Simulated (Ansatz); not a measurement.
Level of theory: DFT PBE, scalar-relativistic, plane waves, PAW (Ansatz). All cells share a 420 eV cutoff and Γ-centred k meshes spaced at most about 0.3 Å⁻¹ (2π included). No spin polarisation in the final relaxations.

These are static total energies at zero pressure.

Two relaxed structures of Ce3HfO8:

A.

```
Ce Hf O
1.0
     3.79185    0.00000    0.00000
     0.00000    3.79185    0.00000
     0.00000    0.00000   10.78680
Ce Hf O
3 1 8
Direct
  0.00000 0.00000 0.74403
  0.50000 0.50000 0.00000
  0.00000 0.00000 0.25597
  0.50000 0.50000 0.50000
  0.50000 0.00000 0.87185
  0.00000 0.50000 0.12815
  0.50000 0.00000 0.38494
  0.00000 0.50000 0.61506
  0.50000 0.00000 0.12815
  0.00000 0.50000 0.38494
  0.50000 0.00000 0.61506
  0.00000 0.50000 0.87185
```

B.

```
Ce Hf O
1.0
     5.37382    0.00000    0.00000
     0.00000    5.37382    0.00000
     0.00000    0.00000    5.37382
Ce Hf O
3 1 8
Direct
  0.50000 0.00000 0.50000
  0.50000 0.50000 0.00000
  0.00000 0.50000 0.50000
  0.00000 0.00000 0.00000
  0.75753 0.24247 0.75753
  0.24247 0.24247 0.24247
  0.75753 0.75753 0.24247
  0.24247 0.75753 0.75753
  0.24247 0.75753 0.24247
  0.75753 0.75753 0.75753
  0.24247 0.24247 0.75753
  0.75753 0.24247 0.24247
```

**Question.** Which placement of the atoms is lower in energy, and by how much?

**Answer.** They are level within the accuracy (under 1 meV/atom apart). The two share one framework of sites and differ in which element sits where. A has Ce and Hf ordered on fluorite sites, space group P4/mmm (No. 123), 12.9 Å³/atom and a gap of 1.81 eV on its mesh; B has Ce and Hf ordered on fluorite sites, space group Pm-3m (No. 221), 12.9 Å³/atom and a gap of 1.86 eV. Counting O atoms around Ce and Hf (those within 1.25 times the shortest such distance or 1.15 times the sum of covalent radii), A and B both have Ce 8, Hf 8. In A, Ce on a site of symmetry 4mm is surrounded by 8 O at 2.34–2.35 Å and 4 Hf at 3.76 Å; Hf has 8 O at 2.27 Å and 8 Ce at 3.76 Å; O on its first site is surrounded by 4 Ce at 2.34–2.35 Å and 6 O at 2.68–2.77 Å; 2 more sites not described. In B, Ce has 8 O at 2.35 Å, 4 Hf at 3.80 Å and 8 Ce at 3.80 Å; around Hf lie 8 O at 2.26 Å and 12 Ce at 3.80 Å; around O lie 1 Hf at 2.26 Å, 3 Ce at 2.35 Å, 3 O at 2.61 Å and 3 O at 2.77 Å. Both come from invented guesses.

These runs have no spin–orbit coupling, which can matter for Hf. Kohn–Sham gaps at this level usually fall short of measured ones. The 4f shell of Ce is treated without a Hubbard U, which places its levels poorly. Cells relaxed within their symmetry can be saddle points.
